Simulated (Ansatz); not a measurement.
Question: Al (diamond, space group No. 227) is relaxed with PBE (plane waves, PAW; program Ansatz). What lattice parameters of the conventional cell result?

Answer: a = 6.051 Å.

Space group Fd-3m (diamond). The start of the workflow was typed in or built on a structure type; neither database checked (COD, Materials Project) lists it. It is not the phase usual at ambient conditions (space group No. 225). The PBE relaxation kept the symmetry of its start; whether a distortion lowers the energy is not shown.

Potentials: the later of the program's two PAW sets.
